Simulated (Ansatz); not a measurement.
BaC$_{8}$:
Space group P6/mmm (No. 191); a = 4.9792 Å, b = 4.9792 Å, c = 5.2227 Å, α = 90.00°, β = 90.00°, γ = 120.00°

```json
[
 {"atom": "C", "site": "6l", "symmetry": "mm2", "x": "0.1669", "y": "0.3339", "z": "0.0000"},
 {"atom": "C", "site": "2c", "symmetry": "-6m2", "x": "0.3333", "y": "0.6667", "z": "0.0000"},
 {"atom": "Ba", "site": "1b", "symmetry": "6/mmm", "x": "0.0000", "y": "0.0000", "z": "0.5000"}
]
```

This is the PBE+D3(BJ)-relaxed structure.

Question: All from the program Ansatz at the PBE+D3(BJ) level (PAW), unless another level is named. Estimate the electronic character.

Answer: metallic (no gap).

Question: Next, the density of states at the Fermi level?

Answer: 0.22 states/eV per atom (mean over ±0.08 eV).

Question: Give the formation energy from the elements (no fitted shifts).

Answer: -0.069 eV/atom.

Question: Predict the gap with spin–orbit coupling.

Answer: none (metallic).

A made-up cell: these elements were put on the sites of a structure type; neither database checked (COD, Materials Project) lists it. Whether it is the stable phase at ambient conditions was not checked. The PBE+D3(BJ) relaxation kept the symmetry of its start; of distortions, only those at the zone centre were tested. The references are the lowest solids computed at this level, not always the standard phases. Scalar-relativistic: spin–orbit coupling is off unless named, which matters more the heavier the elements.

Potentials: the later of the program's two PAW sets.
